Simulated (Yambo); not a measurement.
G0W0@PBEsol for NbNO (space group P2_1/c, No. 14) in Yambo. Reference settings: 2×2×2 Γ-centred k mesh, bands 5 to 268 and a 8 Ry block in the screening, 268 bands in G with the Bruneval-Gonze terminator, plasmon pole fitted at 27.2 eV. The PBEsol gap Γ → (-0.5, 0, 0) on this mesh is 1.58 eV; G0W0 gaps are taken between the same points.

With and without the terminator, as bands are cut:

```
bands in G (in W)  gap, terminator (eV)  gap, none (eV)  valence shift, terminator (eV)  valence shift, none (eV)
-----------------  --------------------  --------------  ------------------------------  ------------------------
114 (268)                         2.253           2.295                           0.087                     0.798
180 (268)                         2.223           2.221                           0.056                     0.453
268 (268)                         2.213           2.196                           0.047                     0.261
```

Over this range the gap spans 0.040 eV with the terminator and 0.099 eV without, the valence shift 0.040 eV and 0.537 eV. Neither column has reached its limit for certain.

Spin-orbit coupling is not included.

Geometry of the Materials Project entry, not relaxed at this level; primitive cell a = 5.025 Å, b = 5.084 Å, c = 5.245 Å, α = 90.00°, β = 99.62°, γ = 90.00°.

A shift is the quasiparticle energy of the state minus its PBEsol energy.
